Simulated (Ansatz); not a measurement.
**Computed properties of CuO**

CuO:
```xyz
4
Lattice="2.0157 -2.0185 0.0000 2.0157 2.0185 0.0000 0.0000 0.0000 5.0445" Properties=species:S:1:pos:R:3 pbc="T T T"
Cu     1.0078     1.0093     2.5223
Cu     1.0078    -1.0093     0.0000
O      2.0157     0.0000     1.2611
O      2.0157     0.0000     3.7834
```

Space group P4_2/mmc (No. 131); conventional cell a = b = 2.853 Å, c = 5.045 Å, α = β = γ = 90.00°.

Method: the program Ansatz at the LDA level (PAW). Structure relaxed to zero pressure with the same functional. Other levels are named where they apply.

### Cell and energy

```json
{
 "volume_per_atom": "10.26 Å³",
 "density": "6.44 g/cm³",
 "Formation energy from the elements (no fitted shifts)": "-0.65 eV/atom"
}
```

### Electronic structure

```json
{
  "electronic_character": "metallic (no gap)",
  "Density of states at the Fermi level": "0.55 states/eV per atom (mean over ±0.08 eV)"
}
```

### Mechanics

```json
{
  "mechanical_stability": "stable (all eigenvalues of C positive)",
  "hill_bulk_and_shear_moduli": "182 and 26.1 GPa",
  "Young's modulus": "74.8 GPa",
  "Poisson's ratio": "0.43",
  "debye_temperature_from_the_elastic_constants": "314 K"
}
```

### Phonons

```json
{
  "highest_zone_centre_frequency": "16.67 THz",
  "zone_centre_stability": "no imaginary mode at Γ"
}
```

The cell is a constructed one: a structure type filled with these elements; neither database checked (COD, Materials Project) lists it. It is not the phase usual at ambient conditions (space group No. 15). Symmetry was held in the LDA relaxation. The run is not spin-polarised. No Hubbard U is applied. Without spin polarisation and U, an open-shell compound can come out a false metal. As this level gives no gap, shear constants depend on the k-mesh and smearing (Fermi–Dirac, 0.1 eV here). As this level gives no gap, phonon frequencies hold no LO–TO term and depend on the k-mesh and smearing (Fermi–Dirac, 0.1 eV here). Point labels and valley counts follow the cell and symmetry of the run, lower than the named group. The references are the lowest solids computed at this level, not always the standard phases (solids in place of the gases).

Potentials: the later of the program's two PAW sets.
